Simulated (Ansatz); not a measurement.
# Fields on a plane of Be (hcp, Mg type)

```
Be
1.0
    2.26472     0.00000     0.00000
   -1.13236     1.96131     0.00000
    0.00000     0.00000     3.56124
Be
2
Cartesian
  0.00000   1.30754   2.67093
  1.13236   0.65377   0.89031
```

The slice is a (0001) plane (indices of the conventional cell) through the point (0.667, 0.333, 0.250) (fractional), spanned by u = [110] and v = [1 -1 0] in vectors of this cell: u (2.26 Å) and v (3.92 Å, at 90° to u). It covers one period; positions are fractions (u, v).

Atoms on it: Be at (0.00, 0.00); Be at (0.50, 0.50).

Method: PBE (plane waves to 420 eV, PAW, scalar-relativistic; Ansatz, an electronic-structure program). k mesh 23×23×13. Inside the PAW spheres the values are not all-electron values, and peaks at nuclei hang on which shells count as valence. Be was relaxed with its symmetry unable to fall.

```
|xxx01456765410xx|
|xxx02456665420xx|
|0001345555543100|
|2234455555554432|
|5566665555566665|
|8877766555667778|
|9988776555677889|
|9998875545578899|
|9998764333467899|
|9998752111257899|
|9997531000135799|
|998641xxxxx14689|
|887520xxxxx02578|
|776410xxxxx01467|
|765410xxxxx01456|
|665420xxxxx02456|
|5554310000013455|
|5555443222344555|
|5556666555666655|
|5566777888777665|
|5567788999887765|
|4557889999988755|
|3346789999987643|
|1125789999987521|
|0013579999975310|
|xxx14689998641xx|
|xxx02578887520xx|
|xxx01467776410xx|
```
Scale: ten equal steps from 0.03 (start of '0') to 0.77 (end of '9'), in the order '0123456789'. Values: electron localisation function (ELF). The map has 16 points along u (one character each, u = 0 at the left) and 28 along v (v = 0 in the bottom row). Points within 0.4 Å of a nucleus are blanked (x), as the pseudised field means little there.

| v \ u | 0.00 | 0.12 | 0.25 | 0.38 | 0.50 | 0.62 | 0.75 | 0.88 |
|---|---|---|---|---|---|---|---|---|
| 0.93 | -0.9 | -0.7 | -0.6 | -0.6 | -0.6 | -0.6 | -0.6 | -0.7 |
| 0.86 | -0.6 | -0.6 | -0.6 | -0.6 | -0.7 | -0.6 | -0.6 | -0.6 |
| 0.79 | -0.5 | -0.6 | -0.6 | -0.6 | -0.7 | -0.6 | -0.6 | -0.6 |
| 0.71 | -0.5 | -0.5 | -0.6 | -0.6 | -0.6 | -0.6 | -0.6 | -0.5 |
| 0.64 | -0.5 | -0.5 | -0.6 | -0.6 | -0.6 | -0.6 | -0.6 | -0.5 |
| 0.57 | -0.5 | -0.5 | -0.6 | -0.7 | -0.9 | -0.7 | -0.6 | -0.5 |
| 0.50 | -0.6 | -0.6 | -0.6 | -0.9 | -1.3 | -0.9 | -0.6 | -0.6 |
| 0.43 | -0.6 | -0.6 | -0.6 | -0.7 | -0.9 | -0.7 | -0.6 | -0.6 |
| 0.36 | -0.7 | -0.6 | -0.6 | -0.6 | -0.6 | -0.6 | -0.6 | -0.6 |
| 0.29 | -0.7 | -0.6 | -0.6 | -0.6 | -0.5 | -0.6 | -0.6 | -0.6 |
| 0.21 | -0.6 | -0.6 | -0.6 | -0.5 | -0.5 | -0.5 | -0.6 | -0.6 |
| 0.14 | -0.6 | -0.6 | -0.6 | -0.5 | -0.5 | -0.5 | -0.6 | -0.6 |
| 0.07 | -0.9 | -0.7 | -0.6 | -0.5 | -0.5 | -0.5 | -0.6 | -0.7 |
| 0.00 | -1.3 | -0.9 | -0.6 | -0.6 | -0.6 | -0.6 | -0.6 | -0.9 |

Values: log₁₀ of the valence density in e/Å³. The scale is logarithmic, as a density can span decades between atoms and voids.

- Density on the Be–Be line (2.26 Å) at its midpoint = 0.26 e/Å³
- ELF at that point = 0.62
- ELF maximum in the middle third of the Be–Be line = 0.62, 1.1 Å from Be
